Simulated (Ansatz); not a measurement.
A crystal relaxed with r2SCAN in Ansatz has space group Amm2 (No. 38) and a = 4.221 Å, b = 8.444 Å, c = 11.932 Å.

```csv
atom,site,x,y,z
P,2a,0.0000,0.5000,0.5001
Xx,4e,0.5000,0.2503,0.7497
Xx,2a,0.0000,0.5000,0.0014
Ga,2b,0.5000,0.5000,0.3876
Ga,4d,0.0000,0.7662,0.1182
Ga,2b,0.5000,0.5000,0.8750
```

The r2SCAN gap is indirect, 0.03 eV (Σ₀–Γ (0.80 of the way from Σ₀) to Γ), below the direct gap of 0.06 eV at Γ. (This is within a few times the smearing of 0.02 eV, so the filling near the edges can be smeared.) HSE06 gives a direct gap of 0.15 eV at Γ. Meshes: r2SCAN 6×4×4, HSE06 4×2×2.

Task: Which element is Xx?
A. Nb
B. N
C. V
D. Sb

Result: D. Xx is Sb: an ordered 8-atom cell of Ga4Sb3P on the zincblende lattice (Amm2). P has 4 Ga at 2.43–2.50 Å; Sb has 4 Ga at 2.58–2.68 Å; Sb has 4 Ga at 2.59–2.64 Å; Ga has 2 P at 2.50 Å and 2 Sb at 2.68 Å; Ga has 1 P at 2.43 Å and 3 Sb at 2.63–2.64 Å; Ga has 4 Sb at 2.58–2.59 Å.

These are computed values for a spin-unpolarised cell that may be hypothetical; none is a measurement.

No spin-orbit coupling is included; it can move band edges with weight on the heavy atoms by tenths of an eV.

Where an edge lies off the special points, it is a point of the mesh or the k point where a search put PBE's edge or least direct gap, reused for the other functionals, whose own edges may lie a little apart.

Gaps or overlaps of about a tenth of an eV are at the limit of these meshes: between the points read a gap can be smaller or closed.

The meshes of the hybrids are coarse, so their gaps aren't converged to the digits shown.
